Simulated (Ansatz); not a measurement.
**181Ta nuclear quadrupole resonance in TaSi₂**

Cell: an entry of the Crystallography Open Database (COD) whose atoms were relaxed with PBE, the cell held.

Space group P6_222 (No. 180); a = 4.7800, c = 6.5640 Å, γ = 120.00°.

| site | Wyckoff | site symmetry | x | y | z |
| --- | --- | --- | --- | --- | --- |
| Ta | 3d | 222 | 0.5000 | 0.0000 | 0.5000 |
| Si | 6j | ..2 | 0.1589 | 0.3179 | 0.5000 |

One atom of each set is listed.

Computed with Ansatz: DFT, PBE, plane waves and PAW, with spin–orbit coupling, 420 eV cutoff, Γ-centred 8×8×5 k-points, Fermi–Dirac smearing 0.05 eV.

181Ta: I = 7/2, Q = 3170 mb (year-2017 value). Static lattice, zero field.

Task: Predict the zero-field 181Ta lines of each site.

Result: For I = 7/2 and η = 0 the lines are |C_Q|/14 times 1, 2 and 3; η shifts the lowest up most.

```tsv
site	atoms	V_zz (10²¹ V/m²)	C_Q (MHz)	η	line frequencies (MHz)
Ta	3	6.53	501	0.86	65.7, 85.8, 98.7
```

The run finds no gap above 0.1 eV (a metal, or nearly one), so the gradients can move by 10 % or more with the k-mesh. With these PAW files V_zz is typically within 2 to 3 % of all-electron values, but misses above 10 % occur on Ta.

Hardware: 1 thread of Arm Neoverse N1 (aarch64; 28 cores open to the job, memory cap 3.0 GiB, no GPU), a shared host with a load of 0.6 a core. Wall time 3.8 min, CPU time 3.8 min, peak memory 1 GiB.
